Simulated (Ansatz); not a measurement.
# MgS: clamped-ion strain scan

All numbers below come from Ansatz 0.2.0, DFT LDA, scalar-relativistic, plane waves, PAW. The runs took a 420 eV cutoff, a Γ-centred 8×8×8 mesh and Gaussian smearing (0.05 eV). No spin polarisation. Energies are free energies at this smearing, counted from the undisturbed cell; pressure is positive in compression.

The starting cell (as given, not relaxed at this level; it stands at -3.3 GPa):

```
Mg S
1.0
     0.00000    2.60165    2.60165
     2.60165    0.00000    2.60165
     2.60165    2.60165    0.00000
Mg S
1 1
Cartesian
  0.0000 0.0000 0.0000
  2.6016 2.6016 2.6016
```

The cell is strained by ε times the Voigt pattern (1, -1, 0, 0, 0, 0) (xx, yy, zz, yz, xz, xy; engineering shear) with fractional coordinates fixed.

```
      ε  ΔE (meV/atom)
-0.1500          313.0
-0.0750           61.7
 0.0000            0.0
 0.0187            3.5
 0.0375           14.5
 0.0562           33.4
 0.0937          101.0
 0.1125          153.9
 0.1312          223.0
```

**Question.** Predict the stress summed along the pattern (GPa, tension positive) at each point.

**Answer.**
| ε | stress summed along the pattern (GPa, tension positive) |
| --- | --- |
| -0.1500 | -44.68 |
| -0.0750 | -16.12 |
| 0.0000 | 0.00 |
| 0.0187 | 3.57 |
| 0.0375 | 7.34 |
| 0.0562 | 11.45 |
| 0.0937 | 21.52 |
| 0.1125 | 27.92 |
| 0.1312 | 35.52 |